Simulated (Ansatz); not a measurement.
Nb2SnC:
Space group P6₃/mmc (No. 194); a = b = 3.2630 Å, c = 13.7902 Å, α = β = 90.00°, γ = 120.00°

| atom | site | symmetry | x | y | z |
|---|---|---|---|---|---|
| Nb | 4f | 3m. | 0.3333 | 0.6667 | 0.0827 |
| Sn | 2d | -6m2 | 0.6667 | 0.3333 | 0.2500 |
| C | 2a | -3m. | 0.0000 | 0.0000 | 0.0000 |

Relaxed with r²SCAN.

**Question.** Which orbitals make up the states near the Fermi level in the program Ansatz at the r²SCAN level (PAW)?

**Answer.** Within 0.5 eV of the Fermi level: Nb 4d 78 %, Sn 5p 12 %, C 2p 5 %. Projections are on Löwdin-orthogonalised atomic valence shells; empty p or d shells of many metals are not among them.

**Question.** Tabulate the density of states.

**Answer.** States/eV per cell of 8 atoms, in 0.25 eV bins, energy from the Fermi level.

```
E (eV)  total  Nb 4d  C 2p  Sn 5p
------  -----  -----  ----  -----
-7.85    0.94   0.18  0.02   0.17
-7.60    1.05   0.22  0.02   0.15
-7.35    1.37   0.30  0.03   0.13
-7.10    1.12   0.27  0.02   0.09
-6.85    0.95   0.28  0.08   0.07
-6.60    0.73   0.24  0.14   0.08
-6.35    1.43   0.54  0.42   0.18
-6.10    4.20   1.61  1.42   0.36
-5.85    4.30   1.62  1.55   0.32
-5.60    4.36   1.65  1.72   0.25
-5.35    2.38   0.98  0.97   0.11
-5.10    4.31   1.78  1.72   0.37
-4.85    5.10   2.07  2.00   0.53
-4.60    9.58   4.40  4.38   0.37
-4.35   10.98   4.28  5.05   1.14
-4.10    3.63   1.27  1.60   0.53
-3.85    2.20   0.72  0.48   0.78
-3.60    2.27   0.82  0.29   0.89
-3.35    4.19   1.87  0.30   1.59
-3.10    9.86   6.04  0.51   2.68
-2.85    8.86   4.53  0.60   3.05
-2.60    4.49   2.85  0.23   1.14
-2.35    3.28   2.43  0.14   0.55
-2.10    2.22   1.76  0.08   0.27
-1.85    1.92   1.55  0.05   0.22
-1.60    1.73   1.39  0.04   0.22
-1.35    2.14   1.69  0.06   0.30
-1.10    2.58   2.01  0.09   0.37
-0.85    4.27   3.52  0.13   0.46
-0.60    4.72   3.80  0.16   0.52
-0.35    3.43   2.64  0.18   0.41
-0.10    3.22   2.45  0.20   0.39
0.15     3.58   2.73  0.20   0.44
0.40     5.40   4.33  0.22   0.58
0.65     5.86   4.76  0.22   0.55
0.90     4.50   3.51  0.21   0.43
1.15     4.60   3.58  0.24   0.44
1.40     5.62   4.36  0.27   0.53
1.65     4.34   3.34  0.20   0.42
1.90     5.40   4.07  0.29   0.59
2.15     9.14   7.39  0.50   0.65
2.40     6.03   4.55  0.36   0.60
2.65     4.93   3.53  0.26   0.71
2.90     6.10   4.08  0.52   0.75
3.15     5.41   3.48  0.45   0.73
3.40     6.74   4.27  0.55   1.06
3.65     3.73   2.04  0.49   0.55
3.90     4.94   2.53  0.68   0.65
4.15     5.20   2.59  0.77   0.69
4.40     5.58   2.57  1.04   0.87
4.65     4.70   2.03  0.84   0.68
```

Space group P6_3/mmc. The first step of the workflow began from a Materials Project structure, measured or hypothetical; the Crystallography Open Database copy checked does not list it. Whether it is the stable phase at ambient conditions was not checked. The cell was relaxed with r²SCAN under the symmetry of its start; of distortions, only those at the zone centre were tested. No spin polarisation was allowed. Scalar-relativistic: spin–orbit coupling is off unless named, which matters more the heavier the elements.

Potentials: the later of the program's two PAW sets.
